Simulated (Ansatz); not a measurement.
## Data sheet: NbSe2I2 (DFT)

NbSe2I2:
```
NbSe2I2
1.0
    3.49046     5.94427     0.00000
   -3.49046     5.94427     0.00000
   -2.23066     0.00000     6.80353
Nb Se I
2 4 4
Cartesian
  0.00000  10.43556   0.00000
  0.00000   1.45297   0.00000
  1.15990   5.94427   4.63595
 -3.39056   5.94427   2.16758
 -0.71488   5.94427   5.95228
 -1.51578   5.94427   0.85125
 -3.49591   8.36555   5.18385
  1.26525   3.52299   1.61968
  1.26525   8.36555   1.61968
 -3.49591   3.52299   5.18385
```

Space group C2/m (No. 12); conventional cell a = 6.981 Å, b = 11.889 Å, c = 7.160 Å, α = 90.00°, β = 108.15°, γ = 90.00°.

Method: DFT-LDA in the program Ansatz with PAW potentials. Structure relaxed to zero pressure with the same functional. Other levels are named where they apply.

Cell and energy:

- Volume per atom: 28.23 Å³
- Density: 5.94 g/cm³
- Formation energy from the elements (no fitted shifts): -0.59 eV/atom

Electronic structure:

- Band gap: 0.74 eV (indirect)
- Valence-band maximum: on the M–A line, 48 % of the way from M (k = 0.260, 0.260, -0.500 in fractions of the reciprocal vectors)
- Conduction-band minimum: off the standard path, at k = (0.458, -0.458, -0.234) in fractions of the reciprocal vectors
- Smallest direct gap on the standard path: 0.88 eV
- Electron effective mass: 0.51, 2.4, 2.6 mₑ (principal values)
- Hole effective mass: 0.89, 1.1, 3.5 mₑ (principal values)
- HSE06 gap on the LDA cell: 1.64 eV
- Gap with spin–orbit coupling: 0.73 eV

Mechanics:

- Bulk modulus (Birch–Murnaghan fit) = 17.9 GPa
- Pressure derivative B′ = 12.0

The workflow started from a Materials Project entry (that database holds measured and hypothetical structures alike); the Crystallography Open Database copy checked does not list it. Whether it is the stable phase at ambient conditions was not checked. The LDA relaxation kept the symmetry of its start; its stability against distortions is not shown here. The run is not spin-polarised. A crystal of weakly bound layers computed without a dispersion correction: the cell and the soft elastic constants depend strongly on that. The references are the lowest solids computed at this level, not always the standard phases. Spin–orbit coupling is left out wherever it is not named.

Potentials: the later of the program's two PAW sets.
